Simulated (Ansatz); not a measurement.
Deforming ScHg

```
CELL_PARAMETERS angstrom
3.48000 0.00000 0.00000
0.00000 3.48000 0.00000
0.00000 0.00000 3.48000
ATOMIC_POSITIONS crystal
Sc 0.50000 0.50000 0.50000
Hg 0.00000 0.00000 0.00000
```

Atoms are numbered in the order listed.

The cell is COD entry 1522352, as deposited and not checked against the literature; nothing was relaxed.

Spin polarisation is left out, and whether a magnetic state lies lower isn't shown here.

No spin–orbit coupling, which matters for the heavy atoms here.

All numbers below come from DFT, PBEsol, all-electron LAPW, scalar-relativistic (Ansatz 0.2.0).

The runs use a Γ-centred 12×12×12 k mesh, Fermi–Dirac smearing of 0.08 eV, basis error target 0.5 meV/atom, no spin polarisation.

The unchanged cell is at -0.92 GPa.

In a metal, stresses and small energies carry noise from the k mesh.

x, y and z are the Cartesian axes of the cell as listed; fractional coordinates follow a strain, and an engineering shear is twice the off-diagonal strain component.

Question: With this change (equal xy, yz and zx engineering shear strains of -2 %), what becomes of the energy and stress?

Answer: Energy change +4 meV/atom; stress change (xx, yy, zz, yz, xz, xy) 0.11, 0.11, 0.11, 1.13, 1.13, 1.13 GPa, compression positive.

Question: With this change (equal xy, yz and zx engineering shear strains of -1 %), what becomes of the energy and stress?

Answer: Energy change +1 meV/atom; stress change (xx, yy, zz, yz, xz, xy) 0.03, 0.03, 0.03, 0.54, 0.54, 0.54 GPa, compression positive.

Question: With this change (equal xy, yz and zx engineering shear strains of +1 %), what becomes of the energy and stress?

Answer: Energy change under 1 meV/atom; stress change (xx, yy, zz, yz, xz, xy) 0.03, 0.03, 0.03, -0.50, -0.50, -0.50 GPa, compression positive.

With equal xy, yz and zx engineering shear strains of +2 %: energy change +4 meV/atom; stress change (xx, yy, zz, yz, xz, xy) 0.10, 0.10, 0.10, -0.96, -0.96, -0.96 GPa, compression positive.
